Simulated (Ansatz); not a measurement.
Relaxed candidate structures of La$_{2}$O$_{3}$:

A. P6₃/mmc (No. 194), hP10; a = 3.9035 Å, b = 3.9035 Å, c = 12.0342 Å, α = 90.00°, β = 90.00°, γ = 120.00°; La 2a (0.000, 0.000, 0.000); La 2c (0.333, 0.667, 0.250); O 2b (0.000, 0.000, 0.250); O 4f (0.667, 0.333, 0.089); non-magnetic

B. Pm-3m (No. 221), cP5; a = 4.559 Å, b = 4.559 Å, c = 4.559 Å, α = 90.00°, β = 90.00°, γ = 90.00°; La 1b (0.500, 0.500, 0.500); La 1a (0.000, 0.000, 0.000); O 3d (0.000, 0.000, 0.500); non-magnetic

C. R32, hexagonal axes (No. 155), hR5; a = b = 5.989 Å, c = 8.650 Å, α = β = 90.00°, γ = 120.00°; O 9d (0.290, 0.290, 0.000); La 6c (0.000, 0.000, 0.210); non-magnetic

D. P-3m1 (No. 164), hP5; a = 3.9353 Å, b = 3.9353 Å, c = 6.1255 Å, α = 90.00°, β = 90.00°, γ = 120.00°; La 2d (0.667, 0.333, 0.254); O 1b (0.000, 0.000, 0.500); O 2d (0.333, 0.667, 0.146); non-magnetic

Problem. Order them by energy per atom (lowest first) at the level r2SCAN (plane waves to 500 eV, PAW, scalar-relativistic; Ansatz, a program for electronic structure).

Solution. D (reference, the lowest among the structures calculated here), A (+155 meV/atom), C (+162 meV/atom), B (+929 meV/atom)

Problem. Give each candidate's band gap.

Solution. No candidate is metallic. A: 3.97 eV (no spin-orbit coupling); B: 0.78 eV (no spin-orbit coupling); C: 3.78 eV (no spin-orbit coupling); D: 4.23 eV (no spin-orbit coupling).

Probably no minimum, since a slightly shaken restart fell lower: Pm-3m, cP5, non-magnetic (by 0.79 eV/atom, to P2₁). 1 run with a doubtful electronic state, a coarser numerical grid, an end not at rest or a source that can't be used is left out. Each run could gain symmetry but not lose that of its start, so entries can be saddle points. From databases, or of a type measured for this composition: P-3m1, hP5, non-magnetic; the others are generated cells (placed on structure types, drawn at random, substituted or restacked) that were not matched to a known phase here. Each structure is listed in the lowest spin state found for it. Static energies at zero pressure. No spin polarisation in the result. Gaps of cells over 8 atoms come from the SCF mesh and high-symmetry points alone.
